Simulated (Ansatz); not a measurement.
**Ti₃O₄ (I4/mmm), an elastic constant from a strain scan**

These are results of DFT r2SCAN, scalar-relativistic, plane waves, PAW in Ansatz 0.2.0, not measurements. The runs took a 500 eV cutoff, a Γ-centred 14×14×14 mesh and Gaussian smearing (0.15 eV). No spin polarisation. Energies are free energies at this smearing, counted from the undisturbed cell; pressure is positive in compression.

Zero of the scan (relaxed at this level; it needn't be the usual structure):

```yaml
crystal:
  lattice:
    - [-2.06218, 2.06218, 4.07907]
    - [2.06218, -2.06218, 4.07907]
    - [2.06218, 2.06218, -4.07907]
  atoms:
    - { symbol: Ti, position: [0.25000, 0.75000, 0.50000] }
    - { symbol: Ti, position: [0.50000, 0.50000, 0.00000] }
    - { symbol: Ti, position: [0.75000, 0.25000, 0.50000] }
    - { symbol: O, position: [0.00000, 0.50000, 0.50000] }
    - { symbol: O, position: [0.24440, 0.24440, 0.00000] }
    - { symbol: O, position: [0.50000, 0.00000, 0.50000] }
    - { symbol: O, position: [0.75560, 0.75560, 0.00000] }
```

The cell is strained by ε times the Voigt pattern (1, 0, 0, 0, 0, 0) (xx, yy, zz, yz, xz, xy; engineering shear) with fractional coordinates fixed. The cell holds 7 atoms in V0 = 69.39 Å³. The stress column is τ = (1/V0) dE/dε, got from the stress tensor σ (compression positive) at each point as −det(1 + εP) σ : P(1 + εP)⁻¹, with P the pattern as a tensor.

```csv
ε,ΔE (meV/atom),τ (GPa)
-0.0200,7.385,-12.368
-0.0100,1.787,-5.853
0.0000,0.000,-0.039
0.0050,0.404,2.628
0.0150,3.573,7.520
0.0200,?,?
```

Which combination of elastic constants does this scan measure, and how large is it?

For small ε, τ = τ0 + Kε with K = pᵀCp, which for this pattern is C11 in the Cartesian frame shown. The parabola through τ at ε = -0.0100, 0 and 0.0050 has slope K = 549 GPa at zero. The energies per cell, E = NΔE, of the same two points give K = 2[E(ε₊)/ε₊ − E(ε₋)/ε₋]/[(ε₊ − ε₋)V0] = 559 GPa, in agreement. These are clamped-ion values.

Predict the withheld row at ε = 0.0200 from the harmonic law, and compare.

ΔE = V0(τ0 ε + Kε²/2)/N = 6.749 meV/atom and τ = 10.95 GPa. The calculation gives 6.248 meV/atom and 9.76 GPa: the energy lies 7 % below the harmonic value, as bonds soften when stretched.

Forces appear on the atoms along this scan, and letting them relax would lower the energy and soften the response. No gap shows at this level, though a semilocal functional can close a small gap that the real compound has; without a gap these slopes depend on the k mesh and the smearing.

Cost: 6 runs of about 6.6 core-minutes in all, on Intel Xeon 6975P-C (Granite Rapids) (shared hosts).